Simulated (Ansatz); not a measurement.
ZrGeO₃:
```cif
data_GeO3Zr
_chemical_formula_sum 'Zr1 Ge1 O3'
_space_group_name_H-M_alt 'P4mm'
_space_group_IT_number 99
_space_group_name_Hall 'P 4 -2'
_cell_length_a 3.98628
_cell_length_b 3.98628
_cell_length_c 4.34494
_cell_angle_alpha 90.000
_cell_angle_beta 90.000
_cell_angle_gamma 90.000
loop_
_atom_site_label
_atom_site_type_symbol
_atom_site_symmetry_multiplicity
_atom_site_Wyckoff_symbol
_atom_site_fract_x
_atom_site_fract_y
_atom_site_fract_z
_atom_site_occupancy
Zr1 Zr 1 b 0.50000 0.50000 0.57916 1
Ge1 Ge 1 a 0.00000 0.00000 0.19509 1
O1 O 2 c 0.00000 0.50000 0.44954 1
O2 O 1 b 0.50000 0.50000 0.01685 1
```

Relaxed at zero pressure with the program Ansatz at the PBEsol level (PAW).

Question: The volume is lowered by 6 % and shape and atoms relax at that volume. What pressure results, and how do the axes share the change?

Answer: 7.6 GPa; a -2.1 %, b -2.1 %, c -1.9 %; the energy rises by 18 meV/atom.

Question: Give the new structure.

Answer: 
Space group P4mm (No. 99); a = b = 3.9024 Å, c = 4.2618 Å, α = β = γ = 90.00°

```
atom  site  symmetry       x       y       z
----  ----  --------  ------  ------  ------
Zr      1b       4mm  0.5000  0.5000  0.5858
Ge      1a       4mm  0.0000  0.0000  0.1817
O       2c      2mm.  0.0000  0.5000  0.4461
O       1b       4mm  0.5000  0.5000  0.0306
```

The phase is kept; no other phase was compared at this pressure.

The start of the workflow was typed in or built on a structure type; neither database checked (COD, Materials Project) lists it. Its standing as an ambient phase is unchecked. Symmetry was held in the PBEsol relaxation. At this level the phase is dynamically unstable (imaginary phonons). No spin polarisation was allowed.

Potentials: the earlier of the program's two PAW sets. The files were generated under PBE; for other functionals the program regenerates the frozen cores, and for LDA and PBEsol the local potential too.
